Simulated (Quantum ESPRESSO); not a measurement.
# Planted mistakes on one cell of Al4O4NF

Calculated results; nothing here was measured. They come from pw.x of Quantum ESPRESSO 7.5, a plane-wave density functional program, with PseudoDojo standard norm-conserving files (v0.5 for PBE, v0.4.1 for LDA and PBEsol). The cells are made up: elements, strain and atom displacements were drawn at random, and nothing was relaxed. There is no spin polarisation, spin-orbit coupling or dispersion term.

The cell has 10 sites of a corundum lattice. Sites 1 to 4 hold Al Al Al Al; sites 5 to 10 hold O N O F O O. Cell vectors in Å: (2.477, 1.482, 4.524); (-2.443, 1.472, 4.508); (0.009, -2.834, 4.478). Settings: PBE, cutoff 1143 eV, 5 x 5 x 5 k mesh shifted by half a step, Fermi-Dirac smearing of 0.025 eV.

The intended run has a self-consistency threshold of 1e-07 eV, a smearing term of 0.000 eV, a pressure of -4.75 GPa and 13 iterations. Each further run changes one thing: all lengths scaled by 0.9950; atoms of sites 5 and 8 exchanged; cutoff 574 eV; files of LDA; k mesh 2 x 2 x 2; one electron removed; smearing 0.55 eV; threshold 0.03 eV. A coarse mesh keeps the shift, and a charged cell sits in a uniform background.

```
run  change of free energy (eV)  smearing term -TS (eV)  change of P (GPa)  largest change of a force component (eV/Å)  iterations
  A                       0.018                   0.000               0.03                                       0.043          13
  B                      -7.947                  -0.012             -20.67                                       1.540          13
  C                      -0.030                   0.000               2.76                                       0.118          13
  D                      11.723                   0.000             -69.23                                       0.148          12
  E                       0.390                   0.000              -0.38                                       3.749          13
  F                      -0.954                   0.000             -10.66                                       0.216          13
  G                       0.012                   0.000               3.81                                       0.110           5
  H                      -0.105                  -0.410               1.06                                       0.190          12
```

A rerun of the intended cell at 1437 eV and k mesh 7 x 7 x 7 moved values by no more than 0.003 eV in the cell's energy, 0.02 GPa in stress and 0.002 eV/Å in force.

Question: which change belongs to which run?

## Worked reading

Run G has the fewest iterations, as a run stopped early does. Run H has the largest smearing term, as wide smearing gives. Run D has a higher energy and the largest fall in pressure, as too small a basis gives. Run C changes the volume by a factor of 0.9851; minus its pressure change over the logarithm of that factor, 184 GPa, is a rough bulk modulus with clamped atoms. Energies from files of another functional, or of a charged cell, have another zero and say nothing on stability; the pressure of a charged cell rests on the program's zero of potential too.

## Key

```
run,change
A,k mesh 2 x 2 x 2
B,one electron removed
C,all lengths scaled by 0.9950
D,cutoff 574 eV
E,atoms of sites 5 and 8 exchanged
F,files of LDA
G,threshold 0.03 eV
H,smearing 0.55 eV
```